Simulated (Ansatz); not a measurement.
Q: Each is relaxed and computed with the program Ansatz at the PBE level (PAW). Which is the only metal?
A. GeS, P4/nmm (Ge on 2c, S on 2a)
B. TaGe, I4_1md (Ta on 4a, Ge on 4a)
C. GeS2, R-3m (Ge on 3a, S on 6c)
D. TaN, I4_1md (Ta on 4a, N on 4a)

A: B, TaGe, I4_1md (Ta on 4a, Ge on 4a). TaGe: metal; TaN: gap 0.57 eV (indirect); GeS: gap 0.53 eV (indirect); GeS2: gap 0.67 eV (indirect). Constructed cells (a structure type filled with these elements, in neither database checked): TaGe, I4_1md (Ta on 4a, Ge on 4a); TaN, I4_1md (Ta on 4a, N on 4a); GeS, P4/nmm (Ge on 2c, S on 2a); GeS2, R-3m (Ge on 3a, S on 6c). Not the usual ambient phase: TaN, I4_1md (Ta on 4a, N on 4a). Weakly bound layers, chains or molecules computed without a dispersion correction, so cells and soft constants are ill determined: GeS, P4/nmm (Ge on 2c, S on 2a); GeS2, R-3m (Ge on 3a, S on 6c). All cells were relaxed under the symmetry of their starts (and spin orders); stability against distortions was not tested throughout. Rows with no word on spin ran without spin polarisation. Scalar-relativistic: spin–orbit coupling is off unless named, which matters more the heavier the elements.

Potentials: the later of the program's two PAW sets.
